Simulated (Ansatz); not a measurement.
Method: Ansatz 0.2.0, DFT PBE, scalar-relativistic, plane waves, PAW. Settings: cutoff 420 eV, Γ-centred meshes spaced at most about 0.3 Å⁻¹, and about 0.25 Å⁻¹ or finer for metals (2π included), Gaussian smearing. No spin polarisation in the final relaxations.

Each of these unrelaxed guesses is relaxed in cell and atoms within its symmetry. A guess keeps its type if space group and coordination stay and the shape of the cell changes little (axis ratios within about 15 %, angles within 6°); the volume may change.

1. Sn2Bi2O

```
Sn Bi O
1.0
     4.22553    0.00000    0.00000
    -2.11277    3.65942    0.00000
     0.00000    0.00000    8.55112
Sn Bi O
2 2 1
Direct
  0.66667 0.33333 0.00000
  0.00000 0.00000 0.00000
  0.33333 0.66667 0.20546
  0.33333 0.66667 0.79454
  0.00000 0.00000 0.50000
```

2. Zr2F3

```
Zr F
1.0
     3.46889    0.00000    0.00000
     0.00000    3.91490    0.00000
     0.00000    0.00000    6.16726
Zr F
2 3
Direct
  0.00000 0.50000 0.73354
  0.00000 0.50000 0.26646
  0.67924 0.50000 0.00000
  0.32076 0.50000 0.00000
  0.00000 0.50000 0.50000
```

3. Al3W

```
Al W
1.0
     4.30003    0.00000    0.00000
     0.00000    4.30003    0.00000
     0.00000    0.00000    4.30003
Al W
3 1
Direct
  0.00000 0.00000 0.50000
  0.00000 0.50000 0.00000
  0.50000 0.00000 0.00000
  0.00000 0.00000 0.00000
```

**Question.** Which keep their type?

**Answer.** Guess 3 keeps its type. Symmetry leaves only the cell edge free in guess 3, so these can't change.

```csv
guess,kept,start group,end group,V start (Å³/atom),V end,"b/a and c/a, end over start",nearest neighbours start,nearest neighbours end
1,no,P-6m2,P-6m2,26.4,28.5,"1.00, 0.62","Bi 6, O 6, Sn 3","Bi 4, O 8, Sn 3/5"
2,no,Pmmm,Pmmm,16.8,22.9,"1.50, 1.44","F 1/2, Zr 1","F 2, Zr 3"
3,yes,Pm-3m,Pm-3m,19.9,30.6,"1.00, 1.00","Al 2, W 6","Al 2, W 6"
```

Neighbours count within 15 % of an atom's shortest distance; end groups are read at 0.02 Å (0.05 Å in metals).

No dispersion correction is applied, so the spacing and binding between layers, chains or molecules are poorly described (Zr2F3 Pmmm). These runs have no spin–orbit coupling, which can matter for Bi and W. In Zr2F3 Pmmm an odd number of electrons in the primitive cell allows no gap without spin; a larger cell or a magnetic state could open one. O stands nearly free of neighbours here, and without spin polarisation the energy of such atoms comes out too high. A magnetic state wasn't ruled out in cells without spin, among them Zr2F3 Pmmm. Cells relaxed within their symmetry can be saddle points.

In counts of neighbours, a slash parts the counts of unlike sites.
